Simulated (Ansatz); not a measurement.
The crystal of Y4S3N2 (C2/m), relaxed at this level, has 21.34 Å³/atom and a gap on the mesh of 1.44 eV:

```
CELL_PARAMETERS angstrom
6.46999 -1.91739 0.00083
6.46999 1.91739 0.00083
-6.12142 0.00000 7.74117
ATOMIC_POSITIONS crystal
Y 0.76033 0.76033 0.64864
Y 0.23967 0.23967 0.35136
Y 0.43687 0.43687 0.14606
Y 0.56313 0.56313 0.85394
S 0.00000 0.00000 0.00000
S 0.17379 0.17379 0.78397
S 0.82621 0.82621 0.21603
N 0.64345 0.64345 0.36150
N 0.35655 0.35655 0.63850
```

In a supercell of 18 atoms, N and S atoms were exchanged at random. Each cell was relaxed without symmetry on coarser meshes and computed once more; the crystal stands on its own mesh of 8×8×4. The calculation used DFT PBE, scalar-relativistic, plane waves, PAW in Ansatz 0.2.0.

Plane waves to 420 eV, a k mesh through Γ of 4×3×3 on the computed 18-atom cell and Gaussian smearing (0.02 eV); no spin polarisation.

The relaxation ran on 2×2×2 (shifted) k points with a smearing of 0.1 eV, from sites shaken by 0.02 Å.

**Question.** How do energy, volume and gap follow the disorder?

**Answer.** One draw a row:

```json
{"pairs exchanged": "1", "E − E(crystal) (meV/atom)": "74.3", "per exchange (eV)": "1.34", "V/V(crystal)": "1.000", "gap on mesh (eV)": "1.67", "P (GPa)": "0.0", "largest force (eV/Å)": "0.03"}
{"pairs exchanged": "2", "E − E(crystal) (meV/atom)": "142.8", "per exchange (eV)": "1.28", "V/V(crystal)": "0.993", "gap on mesh (eV)": "1.89", "P (GPa)": "0.1", "largest force (eV/Å)": "0.04"}
{"pairs exchanged": "2", "E − E(crystal) (meV/atom)": "131.5", "per exchange (eV)": "1.18", "V/V(crystal)": "1.011", "gap on mesh (eV)": "2.22", "P (GPa)": "0.1", "largest force (eV/Å)": "0.02"}
```

An odd mesh misses points on the zone edge, so a gap read on it can be too wide.

Cost: 6 runs of about 15 core-minutes in all (earlier runs that led there not counted), on Arm Neoverse V2 (shared hosts).